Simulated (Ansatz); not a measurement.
Al (fcc, Cu type)

```
Al
1.0
    4.03999     0.00000     0.00000
    0.00000     4.03999     0.00000
    0.00000     0.00000     4.03999
Al
4
Cartesian
  0.00000   0.00000   0.00000
  2.01999   2.01999   0.00000
  2.01999   0.00000   2.01999
  0.00000   2.01999   2.01999
```

In this cell atom 1 (Al, nearest neighbour Al at 2.857 Å; its periodic images, 4.0 Å or more away, move with it) is moved by s along Cartesian x, unit vector (1.000, 0.000, 0.000); all other atoms and the cell stay fixed.

The numbers are results of PBE (plane waves to 420 eV, PAW, scalar-relativistic; Ansatz, a program for electronic structure), not measurements. k mesh 9×9×9 (Γ-centred), Fermi-Dirac smearing 0.05 eV. Energies are smeared free energies. With partly filled bands, energies and forces of such displacements shift with the k mesh and the smearing. On this mesh the relaxed cell isn't quite at rest: it carries a pressure of 0.2 GPa (compression positive) at the zero of the scan. Al was relaxed with its symmetry unable to fall. The PAW data are Ansatz's earlier set. The zero of ΔE is the undisplaced structure. The last digit holds for this mesh only.

```tsv
s (Å)	ΔE (meV/cell)
-0.290	withheld
-0.232	119.4
-0.174	66.6
-0.116	29.4
-0.058	7.3
0.000	0.0
0.058	7.3
0.116	29.4
0.174	66.6
0.232	119.4
0.290	withheld
```

Problem. Fit an even polynomial form (powers 2, 4) to the given rows and predict ΔE at s = 0.290.

Solution. Least squares on the 9 given rows: ΔE = (2175)·s² + (811.2)·s⁴, in meV/cell with s in Å; root-mean-square residual 0.02 meV/cell. At 0.290 the fit gives 188.7 meV/cell; the calculation gives 188.6 meV/cell, so the extrapolation is off by 0.1 (+0.1 %). The quadratic term alone would give 182.9 meV/cell.

(For displaced atoms, the force is minus the slope of the energy, and its curvature is a force constant, which sets phonon frequencies.)
